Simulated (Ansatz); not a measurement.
**Is this Ga4SbAs3 structure a true minimum?**

It was reached by relaxing an invented guess, and it needn't be the stable form of this composition.

The calculation used DFT PBE, scalar-relativistic, plane waves, PAW in Ansatz 0.2.0. Cutoff 420 eV; k points 6×6×6 on the computed 8-atom cell (Γ-centred); Gaussian smearing, width 0.10 eV; no spin polarisation.

The cell below (8 atoms, space group P-43m (No. 215)) is relaxed within its symmetry.

```
Ga Sb As
1.0
     5.86765    0.00000    0.00000
     0.00000    5.86765    0.00000
     0.00000    0.00000    5.86765
Ga Sb As
4 1 3
Direct
  0.24179 0.75821 0.75821
  0.24179 0.24179 0.24179
  0.75821 0.75821 0.24179
  0.75821 0.24179 0.75821
  0.50000 0.50000 0.50000
  0.00000 0.50000 0.00000
  0.00000 0.00000 0.50000
  0.50000 0.00000 0.00000
```

For the test it was strained at random (σ = 1.5 % a component), the atoms were moved at random (σ = 0.15 Å), and all was relaxed again on a coarse 4×4×4 mesh (in the run’s order of axes) with 0.20 eV smearing, with no symmetry imposed.

Spin–orbit coupling, which can matter for Sb, is left out.

**Question.** What happens?

**Answer.** It returns, within 1 meV/atom of the unmoved cell on that mesh and with the same symmetry when read at 0.1 Å. So it is stable against the distortions that fit this cell and that this random move excites. Modes that don't fit the cell aren't tested.
